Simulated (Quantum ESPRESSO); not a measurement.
## Ge6Si (input and log of a self-consistent run)

Simulated, not a measurement. The program is pw.x of Quantum ESPRESSO 7.5 (plane-wave density functional theory). The cell is made up: 7 atoms on a zincblende/diamond lattice with one site empty, with randomly drawn elements, strain and displacements, not relaxed. PseudoDojo standard norm-conserving files (v0.5 for PBE, v0.4.1 for LDA and PBEsol) set the functional; there is no spin polarisation, spin-orbit coupling or dispersion term, and the masses in the input are unused placeholders. A spin-polarised start on this cell or one of its family kept no moment.

Input:

```
&control calculation='scf', pseudo_dir='./dojo.nc.sr.pbe.v0_5.standard.upf', outdir='./o', disk_io='medium', tprnfor=.true., tstress=.true. /
&system ibrav=0, nat=7, ntyp=2, nbnd=54, ecutwfc=77.98206166, nosym=.true., tot_charge=0,
 occupations='smearing', smearing='fd', degauss=0.0073498644
/
&electrons conv_thr=7.350e-09, electron_maxstep=60, /
ATOMIC_SPECIES
Ge 1.0 Ge.upf
Si 1.0 Si.upf
CELL_PARAMETERS angstrom
5.7995 -0.0234 0.0367
-0.0241 5.7341 -0.02
0.0365 -0.0196 5.8522
ATOMIC_POSITIONS angstrom
Ge 0.0309 -0.0462 0.0246
Ge 0.0042 2.8126 2.9445
Ge 2.9014 -0.0513 2.9141
Ge 2.8637 2.8606 0.0296
Ge 1.4372 4.3269 4.3866
Si 4.3664 1.409 4.4023
Ge 4.3601 4.2395 1.4864
K_POINTS automatic
6 6 6 1 1 1
```

The log is shortened where brackets say so; the opening notice, blank lines, dates and the lines on written files are dropped, and the path of the files is cut. It prints rydbergs, bohrs and kilobars, and counts compression as positive stress.

```
     Program PWSCF v.7.5
     Parallel version (MPI & OpenMP), running on       1 processor cores
     Number of MPI processes:                 1
     Threads/MPI process:                     1
     [start-up lines left out]
     bravais-lattice index     =            0
     lattice parameter (alat)  =      10.9598  a.u.
     unit-cell volume          =    1313.2339 (a.u.)^3
     number of atoms/cell      =            7
     number of atomic types    =            2
     number of electrons       =        88.00
     number of Kohn-Sham states=           54
     kinetic-energy cutoff     =      77.9821  Ry
     charge density cutoff     =     311.9282  Ry
     scf convergence threshold =      7.3E-09
     mixing beta               =       0.7000
     number of iterations used =            8  plain     mixing
     Exchange-correlation= PBE
                           (   1   4   3   4   0   0   0)
     [axes and pseudopotential details left out]
   Cartesian axes
     site n.     atom                  positions (alat units)
         1        Ge     tau(   1) = (   0.0053279  -0.0079660   0.0042416  )
         2        Ge     tau(   2) = (   0.0007242   0.4849592   0.5077019  )
         3        Ge     tau(   3) = (   0.5002704  -0.0088453   0.5024602  )
         4        Ge     tau(   4) = (   0.4937700   0.4932355   0.0051037  )
         5        Ge     tau(   5) = (   0.2478075   0.7460605   0.7563542  )
         6        Si     tau(   6) = (   0.7528713   0.2429451   0.7590613  )
         7        Ge     tau(   7) = (   0.7517850   0.7309907   0.2562907  )
     number of k points=   108  Fermi-Dirac smearing, width (Ry)=  0.0073
     Number of k-points >= 100: set verbosity='high' to print them.
     Dense  grid:   122133 G-vectors     FFT dimensions: (  64,  64,  64)
     Estimated max dynamical RAM per process >     168.26 MB
     Initial potential from superposition of free atoms
     starting charge      87.9944, renormalised to      88.0000
     Starting wfcs are   58 randomized atomic wfcs
     total cpu time spent up to now is       48.5 secs
     per-process dynamical memory:   103.1 Mb
     Self-consistent Calculation
     iteration #  1     ecut=    77.98 Ry     beta= 0.70
     Davidson diagonalization with overlap
     ethr =  1.00E-02,  avg # of iterations =  3.0
     Threshold (ethr) on eigenvalues was too large:
     Diagonalizing with lowered threshold
     Davidson diagonalization with overlap
     ethr =  9.86E-05,  avg # of iterations =  7.4
     total cpu time spent up to now is      386.8 secs
     total energy              =   -1080.11842597 Ry
     estimated scf accuracy    <       0.10107810 Ry
     iteration #  2     ecut=    77.98 Ry     beta= 0.70
     Davidson diagonalization with overlap
     ethr =  1.15E-04,  avg # of iterations =  2.0
     total cpu time spent up to now is      530.9 secs
     total energy              =   -1080.12331148 Ry
     estimated scf accuracy    <       0.03277958 Ry
     iteration #  3     ecut=    77.98 Ry     beta= 0.70
     Davidson diagonalization with overlap
     ethr =  3.72E-05,  avg # of iterations =  2.0
     total cpu time spent up to now is      670.1 secs
     total energy              =   -1080.13171902 Ry
     estimated scf accuracy    <       0.01062716 Ry
     iteration #  4     ecut=    77.98 Ry     beta= 0.70
     Davidson diagonalization with overlap
     ethr =  1.21E-05,  avg # of iterations =  2.0
     total cpu time spent up to now is      792.1 secs
     total energy              =   -1080.13359314 Ry
     estimated scf accuracy    <       0.00169378 Ry
     iteration #  5     ecut=    77.98 Ry     beta= 0.70
     Davidson diagonalization with overlap
     ethr =  1.92E-06,  avg # of iterations =  5.7
     total cpu time spent up to now is      922.8 secs
     total energy              =   -1080.13397297 Ry
     estimated scf accuracy    <       0.00012564 Ry
     iteration #  6     ecut=    77.98 Ry     beta= 0.70
     Davidson diagonalization with overlap
     ethr =  1.43E-07,  avg # of iterations =  3.1
     total cpu time spent up to now is     1044.7 secs
     total energy              =   -1080.13399760 Ry
     estimated scf accuracy    <       0.00005049 Ry
     iteration #  7     ecut=    77.98 Ry     beta= 0.70
     Davidson diagonalization with overlap
     ethr =  5.74E-08,  avg # of iterations =  2.0
     total cpu time spent up to now is     1168.7 secs
     total energy              =   -1080.13400875 Ry
     estimated scf accuracy    <       0.00000379 Ry
     iteration #  8     ecut=    77.98 Ry     beta= 0.70
     Davidson diagonalization with overlap
     ethr =  4.31E-09,  avg # of iterations =  2.0
     total cpu time spent up to now is     1288.4 secs
     total energy              =   -1080.13400953 Ry
     estimated scf accuracy    <       0.00000010 Ry
     iteration #  9     ecut=    77.98 Ry     beta= 0.70
     Davidson diagonalization with overlap
     ethr =  1.10E-10,  avg # of iterations =  4.1
     total cpu time spent up to now is     1444.9 secs
     total energy              =   -1080.13400957 Ry
     estimated scf accuracy    <       0.00000004 Ry
     iteration # 10     ecut=    77.98 Ry     beta= 0.70
     Davidson diagonalization with overlap
     ethr =  4.33E-11,  avg # of iterations =  2.3
     total cpu time spent up to now is     1560.3 secs
     total energy              =   -1080.13400958 Ry
     estimated scf accuracy    <       0.00000001 Ry
     iteration # 11     ecut=    77.98 Ry     beta= 0.70
     Davidson diagonalization with overlap
     ethr =  1.57E-11,  avg # of iterations =  2.0
     total cpu time spent up to now is     1707.9 secs
     End of self-consistent calculation
     Number of k-points >= 100: set verbosity='high' to print the bands.
     the Fermi energy is     6.4082 ev
!    total energy              =   -1080.13400958 Ry
     estimated scf accuracy    <          6.6E-10 Ry
     smearing contrib. (-TS)   =      -0.00569531 Ry
     internal energy E=F+TS    =   -1080.12831427 Ry
     The total energy is F=E-TS. E is the sum of the following terms:
     one-electron contribution =    -666.50750192 Ry
     hartree contribution      =     382.90898638 Ry
     xc contribution           =    -264.37485845 Ry
     ewald contribution        =    -532.15494027 Ry
     convergence has been achieved in  11 iterations
     Forces acting on atoms (cartesian axes, Ry/au):
     atom    1 type  1   force =    -0.02153596    0.03804666   -0.00477666
     atom    2 type  1   force =     0.00222422   -0.00148499   -0.00146688
     atom    3 type  1   force =     0.01197057    0.02586275    0.00815832
     atom    4 type  1   force =     0.00197154   -0.01433410   -0.01512498
     atom    5 type  1   force =     0.01134149   -0.02522212   -0.00426462
     atom    6 type  2   force =    -0.00607796   -0.01765187    0.01250526
     atom    7 type  1   force =     0.00010609   -0.00521634    0.00496956
     Total force =     0.067824     Total SCF correction =     0.000175
     Computing stress (Cartesian axis) and pressure
          total   stress  (Ry/bohr**3)                   (kbar)     P=      -31.75
  -0.00022147   0.00002770  -0.00008884          -32.58        4.08      -13.07
   0.00002770  -0.00018647   0.00002504            4.08      -27.43        3.68
  -0.00008884   0.00002504  -0.00023947          -13.07        3.68      -35.23
     init_run     :     43.12s CPU     48.46s WALL (       1 calls)
     electrons    :   1535.25s CPU   1659.37s WALL (       1 calls)
     forces       :     21.92s CPU     22.18s WALL (       1 calls)
     stress       :     96.15s CPU     96.56s WALL (       1 calls)
     [timing details left out]
     PWSCF        :  28m17.10s CPU  30m29.24s WALL
     JOB DONE.
```

In other units: free energy -14695.972 eV for the cell, pressure -3.17 GPa, largest force component 0.978 eV/Å. A rerun of the same cell at another strain at 1347 eV and a 8 x 8 x 8 mesh moved values by no more than 0.004 eV in energy, 0.02 GPa in stress and 0.003 eV/Å in force.